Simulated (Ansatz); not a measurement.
Data:

YB₆:
```
YB6
1.0
    4.07546     0.00000     0.00000
    0.00000     4.07546     0.00000
    0.00000     0.00000     4.07546
Y B
1 6
Direct
  0.00000   0.00000   0.00000
  0.80119   0.50000   0.50000
  0.19881   0.50000   0.50000
  0.50000   0.80119   0.50000
  0.50000   0.19881   0.50000
  0.50000   0.50000   0.80119
  0.50000   0.50000   0.19881
```

This is the PBEsol-relaxed structure.

Problem. All from PBEsol (plane waves, PAW; program Ansatz), unless another level is named. Give the electronic character.

Solution. metallic (no gap).

Problem. And the density of states at the Fermi level?

Solution. 0.12 states/eV per atom (mean over ±0.08 eV).

Problem. Next, the gap with spin–orbit coupling?

Solution. none (metallic).

Space group Pm-3m. The workflow started from a Materials Project entry (that database holds measured and hypothetical structures alike); the Crystallography Open Database files this formula in space group No. 221, but the cells were not matched. Whether it is the stable phase at ambient conditions was not checked. The cell was relaxed with PBEsol under the symmetry of its start; whether a distortion lowers the energy is not shown. The run is not spin-polarised. Spin–orbit coupling is left out wherever it is not named.

Potentials: the later of the program's two PAW sets.
